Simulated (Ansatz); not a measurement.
**Stress against strain in WC**

```yaml
crystal:
  lattice:
    - [2.90050, 0.00000, 0.00000]
    - [-1.45025, 2.51191, 0.00000]
    - [0.00000, 0.00000, 2.82900]
  atoms:
    - { symbol: W, position: [0.00000, 0.00000, 0.00000] }
    - { symbol: C, position: [0.66667, 0.33333, 0.50000] }
```

Atom numbers follow the list: W1, C2.

Conventional cell: a = 2.901 Å, b = 2.901 Å, c = 2.829 Å, α = 90.00°, β = 90.00°, γ = 120.00°. Around W (atom 1) lie 6 C at 2.19 Å. C (atom 2) is surrounded by 6 W at 2.19 Å.

Structure: COD 2102244, as refined from experiment and not relaxed.

Spin–orbit coupling is left out, though it moves levels of the heavy atoms by tenths of an eV or more.

Level of theory: Ansatz 0.2.0, DFT, PBEsol, all-electron LAPW, scalar-relativistic.

The runs use a Γ-centred 13×13×12 k mesh, Fermi–Dirac smearing of 0.05 eV, basis error target 1 meV/atom, no spin polarisation.

The strain is applied along the Cartesian axes of the cell as listed (the other components stay zero). Fractional coordinates are held (clamped ions).

σ is the change of stress from the unstrained cell, which is at -0.77 GPa; tension is positive, so slopes are stress–strain coefficients at that pressure. In a metal the k mesh adds noise.

Only quantities that a quadratic follows smoothly over the whole series are listed; rougher ones are left out.

```tsv
εzz	σzz (GPa)	σxx (GPa)
-0.0300	-32.69	-5.93
-0.0200	-21.07	-3.79
0.0000	0.00	0.00
0.0100	9.37	1.75
0.0200	18.12	3.39
0.0300	26.38	4.89
```

Problem. Fit the series and read off the stiffness at zero strain.

Solution. Least-squares fits y = p0 + p1 x + p2 x² to the rows give σzz (GPa): p1 = 983, p2 = -3400; σxx (GPa): p1 = 180, p2 = -590. So C33 = 983 GPa and C13 = 180 GPa, for these axes.

Problem. One run, at εzz = -0.0100, is withheld. Predict its row.

Solution. The fits give -10.24, -1.84; the run gave -10.15, -1.84.
